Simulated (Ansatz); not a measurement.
The relaxed structure here is a generated cell of Ni: the first start was made by placing the elements on the sites of a structure type, and the end was not matched to a known phase here, so it may be hypothetical. Known forms of Ni include space group No. 225.

A relaxed cell of Ni (Pm-3m (No. 221)), relaxed on a k-mesh at least as fine as the one used below. These are r2SCAN (plane waves to 500 eV, PAW, scalar-relativistic; Ansatz, a first-principles code) values and carry that method's errors. Γ-centred k-mesh 7×14×14 on the run's cell (coarser than for final values), Fermi–Dirac smearing 0.05 eV.

```xyz
2
Lattice="4.6100 0.0000 0.0000 0.0000 2.3050 0.0000 0.0000 0.0000 2.3050" Properties=species:S:1:pos:R:3 pbc="T T T"
Ni     0.0000     0.0000     0.0000
Ni     2.3050     0.0000     0.0000
```
Spin-polarised start, with parallel moments on Ni.

The atoms are displaced by (Å):

| atom | ux | uy | uz |
|---|---|---|---|
| Ni1 | -0.014 | -0.001 | -0.109 |
| Ni2 | -0.043 | -0.100 | -0.074 |

Problem. What forces (eV/Å) and pressure result?

Solution. 
```tsv
atom	Fx	Fy	Fz
Ni1	-0.18	0.15	-0.05
Ni2	0.18	-0.15	0.05
```

Pressure +0.1 GPa.

The undisplaced cell is probably no minimum: from this displacement the run went on to Fm-3m (No. 225), 0.79 eV/atom below it.

Spin state reached: ferromagnetic (net 0.84 μB/atom), from parallel starting moments; other spin orders were not run from this start. r2SCAN tends to overstate moments in metals.
